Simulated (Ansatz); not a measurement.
**MgSi₃N₂: relaxation step by step**

The guess for MgSi₃N₂ was made by a generator: random cell by space group and Wyckoff sites (Fmmm, No. 69). The dimensions are guesses.

```
Mg Si N
1.0
     0.00000    3.35099    4.83468
     2.53501    0.00000    4.83468
     2.53501    3.35099    0.00000
Mg Si N
1 3 2
Direct
  0.00000 0.00000 0.00000
  0.29409 0.29409 0.70591
  0.70591 0.70591 0.29409
  0.50000 0.50000 0.50000
  0.00000 0.50000 0.50000
  0.50000 0.00000 0.00000
```

Method: DFT PBE, scalar-relativistic, plane waves, PAW in Ansatz 0.2.0. Cutoff 420 eV, Gaussian smearing, Γ-centred meshes. Cell and atoms relax first on a coarse mesh and then on a finer one. In between, the cell is made exact in the group found at 0.06 Å. In metals the finer mesh still leaves noise of several meV/atom or more. The steps can't lower the symmetry of their start. No spin polarisation in the relaxation; trial moments died out in a coarse test.

Steps on the 6×6×6 mesh (6 atoms, 12 steps). The free energy counts from the last step; the plane-wave basis is renewed at times, which shifts energy and pressure.

| step | ΔF (meV/atom) | V (Å³/atom) | P (GPa) | largest force component (eV/Å) |
| --- | --- | --- | --- | --- |
| 1 | 745.9 | 13.69 | 18.76 | 4.231 |
| 2 | 520.0 | 14.57 | 7.85 | 1.071 |
| 3 | 345.8 | 15.27 | 4.04 | 0.616 |
| 4 | 199.5 | 15.68 | 5.94 | 1.827 |
| 5 | 108.4 | 16.56 | -1.05 | 0.437 |
| 6 | 68.5 | 16.62 | -0.31 | 0.374 |
| 7 | 64.9 | 16.91 | 0.00 | 0.192 |
| 8 | 64.6 | 16.90 | -0.21 | 0.015 |
| 9 | 12.6 | 16.90 | 2.53 | 0.009 |
| 10 | 3.2 | 17.50 | 0.77 | 0.007 |
| 11 | 2.3 | 17.99 | 0.13 | 0.001 |
| 12 | 0.0 | 17.99 | 0.20 | 0.001 |

The relaxed structure, after a last relaxation on the converged mesh:

```cif
data_structure
_symmetry_space_group_name_H-M 'P 1'
_symmetry_Int_Tables_number 1
_cell_length_a 6.8196
_cell_length_b 6.7010
_cell_length_c 4.2252
_cell_angle_alpha 73.325
_cell_angle_beta 70.269
_cell_angle_gamma 36.407
_cell_volume 107.83
loop_
_atom_site_label
_atom_site_type_symbol
_atom_site_fract_x
_atom_site_fract_y
_atom_site_fract_z
_atom_site_occupancy
Mg1 Mg 0.00000 0.00000 0.00000 1
Si1 Si 0.31445 0.31445 0.68555 1
Si2 Si 0.68555 0.68555 0.31445 1
Si3 Si 0.50000 0.50000 0.50000 1
N1 N 0.50000 0.00000 0.50000 1
N2 N 0.00000 0.50000 0.00000 1
```

The symmetry stays Fmmm (No. 69). The volume per atom grows by 31.3 %, from 13.7 to 18.0 Å³. The shortest distance goes from 1.73 Å (Si–N) to 1.63 Å (Si–N). The energy falls by about 0.75 eV/atom (the start's value is from the coarse mesh). The end is written in a standard setting, so origin, axes and order of atoms can differ from the start's. Mg is surrounded by 2 Si at 2.85 Å and 2 Si at 3.12 Å; around Si on a site of symmetry mm2 lie 2 N at 1.63 Å and 1 Si at 2.25 Å; around N lie 2 Si at 1.63 Å; 1 more site not described.

```json
{
  "Volume per atom": "17.97 Å³",
  "Density": "2.10 g/cm³",
  "Energy over the elements": "+0.18 eV/atom",
  "Gap on the 10×10×10 mesh of the 6-atom cell": "0 eV (a metal)"
}
```

Formation energies are uncorrected and refer to the elements' standard structures at the same level (N₂ as a molecule).

The last run used Gaussian smearing of 0.10 eV. A structure relaxed within its symmetry needn't be a true minimum. In all, the 3 runs took 4.4 min on 1 thread of AMD EPYC (Zen 3), on a shared host.
